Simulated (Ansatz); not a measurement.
## Clamped-ion strain scan in WBrCl3O

All numbers below come from Ansatz 0.2.0, DFT PBE+D3(BJ), scalar-relativistic, plane waves, PAW. The runs took a 420 eV cutoff, a Γ-centred 8×6×6 mesh and Gaussian smearing (0.05 eV). Spin–orbit coupling is left out, which can shift energies with elements as heavy as these. No spin polarisation. Energies are free energies at this smearing, counted from the undisturbed cell; pressure is positive in compression.

The starting cell (relaxed at this level; it needn't be the usual structure):

```
W Br Cl O
1.0
     3.90643   -0.00173    0.01265
     1.94032    6.07990   -0.12819
     1.96981   -0.06729    6.19108
W Br Cl O
1 1 3 1
Cartesian
  3.9414 5.9986 6.0397
  4.2020 1.2087 2.1043
  2.2784 1.8988 5.0239
  2.2430 4.0930 1.0031
  4.2164 4.8482 4.0581
  6.0956 5.9999 6.0463
```

The cell is strained by ε times the Voigt pattern (0, 0, 0, 0, 1, 0) (xx, yy, zz, yz, xz, xy; engineering shear) with fractional coordinates fixed.

(ε, ΔE (meV/atom)): (-0.0400, 3.2), (-0.0300, 1.8), (-0.0200, 0.8), (0.0000, 0.0), (0.0100, 0.2), (0.0300, 1.8), (0.0400, 3.2)

Cost: 7 runs of about 1.8 core-minutes in all, on AMD EPYC 9R45 (Zen 5) (shared hosts).